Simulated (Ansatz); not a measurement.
## ReCl: relaxation (Ansatz)

Launch command:

```bash
ansatz run input.yaml --threads 2 --pin off --max-ram 3584MiB --backend cpu --events-out ev --progress --plain --runs-dir out
```

Input:

```yaml
crystal:
  lattice:
    - [3.55740564, 0.0, 0.0]
    - [-1.77870231, 3.0808075, 0.0]
    - [0.0, 0.0, 3.4765553]
  atoms:
    - { symbol: Re, position: [0.0, 0.0, 0.0] }
    - { symbol: Cl, position: [0.66667, 0.33333, 0.5] }
  symmetry: { tolerance: 0.0003 }
kpoints:
  mp_grid: { grid: [11, 11, 10], shift: [0, 0, 0] }
magnetization:
  spin_polarized: false
scf:
  occupations: { method: fermi_dirac }
  lower_state_search: "off"
hamiltonian:
  pseudopotentials: { kind: paw }
  xc: pbe
basis:
  ecutwfc: 420
  fft_grid_basis: typed
relax:
  max_steps: 60
  cell: { p_target: 0.0 }
  f_tol: 0.03
output:
  forces: true
  stress: true
  eigenvalues: true
  bader: true
  populations: true
  elf: true
  write_potential: true
  volumetric_format: npy
  dos:
    e_range: [-12, 8]
    de: 0.05
    projected: { site_lists: { Cl: [Cl], Re: [Re] } }
  write_density: true
checkpoint:
  read: saved_state
```

Origin of the cell: a known structure type with other elements, at an estimated volume, so it need not be a known compound.

The smearing width isn't typed, so it takes its default of 0.1 eV.

The saved state is a converged single point of the same cell.

Steps («new basis» is an SCF on plane waves selected anew at the same cell):

```tsv
step	ΔF (meV/atom)	max force component (eV/Å)	P (GPa)	volume (Å³)	SCF iterations	step was
1	0.0	0.000	-14.78	38.10	6	accepted
2	-183.1	0.000	-7.53	33.93	6	accepted
3	-357.3	0.000	0.05	31.25	6	accepted
4	-603.7	0.000	7.32	29.42	6	accepted
5	-760.8	0.000	5.77	29.54	6	accepted
6	-872.6	0.000	4.64	29.66	6	accepted
7	-935.7	0.000	2.91	29.96	6	accepted
8	-947.9	0.000	-0.29	30.56	6	accepted
9	-948.0	0.000	0.01	30.50	6	accepted
10	-958.0	0.000	1.00	30.50	7	new basis
11	-959.5	0.000	0.16	30.70	6	accepted
12	-959.6	0.000	0.03	30.74	6	accepted
13	-959.6	0.000	0.00	30.75	6	accepted
14	-959.6	0.000	0.00	30.75	8	new basis
```

The starting structure.

Space group P-6m2 (No. 187); the run's cell has a = 3.557 Å, b = 3.557 Å, c = 3.477 Å, α = 90.00°, β = 90.00°, γ = 120.00°. Shortest distances: Cl–Re 2.69 Å, Re–Re 3.48 Å, Cl–Cl 3.48 Å.

After:

Space group P-6m2 (No. 187); the run's cell has a = 2.856 Å, b = 2.856 Å, c = 4.352 Å, α = 90.00°, β = 90.00°, γ = 120.00°. Shortest distances: Cl–Re 2.73 Å, Re–Re 2.86 Å, Cl–Cl 2.86 Å.

```xyz
2
Lattice="2.8561 0.0000 0.0000 -1.4280 2.4734 0.0000 0.0000 0.0000 4.3524" Properties=species:S:1:pos:R:3 pbc="T T T"
Re    0.0000    0.0000    0.0000
Cl    1.4280    0.8245    2.1762
```

* Free energy lowered by: 959.6 meV/atom
* Volume change: -19.30 %
* Final pressure: 0.00 GPa
* Relaxation steps listed: 14
* Formation energy (elements under the same functional, gases as molecules, uncorrected): 1.180 eV/atom

Caveats: no moments, though an odd count or open d shells may carry them; no spin-orbit coupling, though heavy elements are present; the relaxation held the start's symmetry, so the end may be a saddle point.

Time: 17 s on 2 threads of AMD EPYC 9R45 96-Core Processor (Zen 5), on a shared host, peak memory 0.43 GiB, from a saved density.
